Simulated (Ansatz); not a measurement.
MoSi2 (MoSi2 type, space group I4/mmm)

```
CELL_PARAMETERS angstrom
     -1.60086     1.60086     3.90929
      1.60086    -1.60086     3.90929
      1.60086     1.60086    -3.90929
ATOMIC_POSITIONS crystal
  Mo 0.00000 0.00000 0.00000
  Si 0.33530 0.33530 0.00000
  Si 0.66470 0.66470 0.00000
```

The slice is a (001) plane (indices of the conventional cell) through the point (0.000, 0.000, 0.000) (fractional), spanned by u = [101] and v = [011] in vectors of this cell: u (3.20 Å) and v (3.20 Å, at 90° to u). It covers one period; positions are fractions (u, v).

These are r2SCAN (plane waves to 500 eV, PAW, scalar-relativistic; Ansatz, an electronic-structure program) values and carry that method's errors. k mesh 14×14×14. Inside the PAW spheres the values are not all-electron values, and peaks at nuclei hang on which shells count as valence. MoSi2 is run without spin polarisation. MoSi2 was relaxed with its symmetry unable to fall.

Three fields on this plane, each scaled to ten steps between its own extremes (0 low, 9 high; the total valence density on a logarithmic scale, the potential cut 8 eV below its top; x marks points blanked near nuclei; v = 0 in the bottom row):

Map A
```
|xxxxxxx1699961xxxxxx|
|xxxxxx037999730xxxxx|
|xxxxxx047999740xxxxx|
|xxxxx02689998620xxxx|
|xxxx0157899987510xxx|
|xx00256788888765200x|
|11346778777778776431|
|66778887766677888776|
|89999987655567899999|
|99999987655567899999|
|89999987655567899999|
|66778887766677888776|
|11346778777778776431|
|xx00256788888765200x|
|xxxx0157899987510xxx|
|xxxxx02689998620xxxx|
|xxxxxx047999740xxxxx|
|xxxxxx037999730xxxxx|
|xxxxxxx1699961xxxxxx|
|xxxxxxx1689861xxxxxx|
```

Map B
```
|xxxxxxx0146410xxxxxx|
|xxxxxx202565202xxxxx|
|xxxxxx113676311xxxxx|
|xxxxx32357875323xxxx|
|xxxx3235789875323xxx|
|xx21235789998753212x|
|00013578999998753100|
|11235789999999875321|
|44567899999999987654|
|56678999999999998766|
|44567899999999987654|
|11235789999999875321|
|00013578999998753100|
|xx21235789998753212x|
|xxxx3235789875323xxx|
|xxxxx32357875323xxxx|
|xxxxxx113676311xxxxx|
|xxxxxx202565202xxxxx|
|xxxxxxx0146410xxxxxx|
|xxxxxxx0145410xxxxxx|
```

Map C
```
|xxxxxxx4100014xxxxxx|
|xxxxxx941000149xxxxx|
|xxxxxx732111237xxxxx|
|xxxxx96321112369xxxx|
|xxxx9643222223469xxx|
|xx97643333233334679x|
|44433333333333333344|
|11122233333333322211|
|00011233333333321100|
|00011223333333221100|
|00011233333333321100|
|11122233333333322211|
|44433333333333333344|
|xx97643333233334679x|
|xxxx9643222223469xxx|
|xxxxx96321112369xxxx|
|xxxxxx732111237xxxxx|
|xxxxxx941000149xxxxx|
|xxxxxxx4100014xxxxxx|
|xxxxxxx4100014xxxxxx|
```

Q: Assign the maps to these fields: electron localisation function (ELF); valence electron density; electrostatic potential energy of an electron, from the cell's mean.

A: A is the electrostatic potential energy of an electron, from the cell's mean; B is the electron localisation function (ELF); C is the valence electron density.
